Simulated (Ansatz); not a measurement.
Computed with Ansatz, DFT PBE, scalar-relativistic, plane waves, PAW. All cells share a 420 eV cutoff and Γ-centred k meshes spaced at most about 0.3 Å⁻¹ (about 0.25 or finer for metals, 2π included). No spin polarisation in the final relaxations.

These are static total energies at zero pressure. All come from trial cells, and lower structures may exist.

Question: Which of these relaxed structures of SiHgRh is the lowest in energy?
A. Space group P-6m2 (No. 187), hexagonal, a = 4.463 Å, c = 2.866 Å. Si has 3 Hg at 2.58 Å, 2 Si at 2.87 Å and 6 Rh at 2.95 Å; Hg has 3 Si at 2.58 Å, 2 Hg at 2.87 Å and 6 Rh at 2.95 Å; Rh is surrounded by 2 Rh at 2.87 Å, 6 Hg at 2.95 Å and 6 Si at 2.95 Å.
B. Space group P-6m2 (No. 187), hexagonal, a = 4.086 Å, c = 3.571 Å. Si has 3 Rh at 2.36 Å and 6 Hg at 2.96 Å; Hg is surrounded by 6 Rh at 2.96 Å and 6 Si at 2.96 Å; Rh has 3 Si at 2.36 Å and 6 Hg at 2.96 Å.
C. Space group Cm (No. 8), monoclinic, a = 13.595 Å, b = 3.516 Å, c = 4.584 Å, β = 105.2°. Around Si on its first site lie 3 Rh at 2.35–2.41 Å and 4 Hg at 2.84–2.98 Å; Si on its second site is surrounded by 3 Rh at 2.35–2.37 Å, 5 Hg at 2.92–2.99 Å, 1 Si at 3.06 Å and 1 Hg at 3.43 Å; Hg on its first site has 3 Rh at 2.79 Å, 6 Si at 2.92–2.98 Å, 2 Hg at 3.26 Å, 1 Rh at 3.37 Å and 2 Hg at 3.52 Å; Rh on its first site is surrounded by 3 Si at 2.35–2.37 Å and 4 Hg at 2.79–2.88 Å; 2 more sites not described.
D. Space group P4/nmm (No. 129), tetragonal, a = 3.357 Å, c = 9.517 Å. Si is surrounded by 5 Rh at 2.44–2.45 Å and 4 Hg at 3.27 Å; around Hg lie 1 Rh at 2.82 Å, 4 Hg at 3.10 Å, 4 Si at 3.27 Å and 4 Hg at 3.36 Å; around Rh lie 5 Si at 2.44–2.45 Å, 1 Hg at 2.82 Å and 4 Rh at 3.03 Å.

Answer: D. It has space group P4/nmm (No. 129); the next, C, with space group Cm (No. 8), lies 94 meV/atom higher. Counting Si atoms around Hg and Rh (those within 1.25 times the shortest such distance or 1.15 times the sum of covalent radii; a plus sign parts nearer from farther groups; the shortest distance is added where it is long for a bond; a slash parts the counts of unlike sites), the lowest has Hg 4 from 3.3 Å, Rh 5 and the next has Hg 3+1/6 from 2.9 Å, Rh 3.

These runs have no spin–orbit coupling, which can matter for Hg. Cells relaxed within their symmetry can be saddle points. The Cm cell of SiHgRh came from shaking the P-6m2 one. Some candidate types were left out of the draw beforehand, so a known form may be missing.
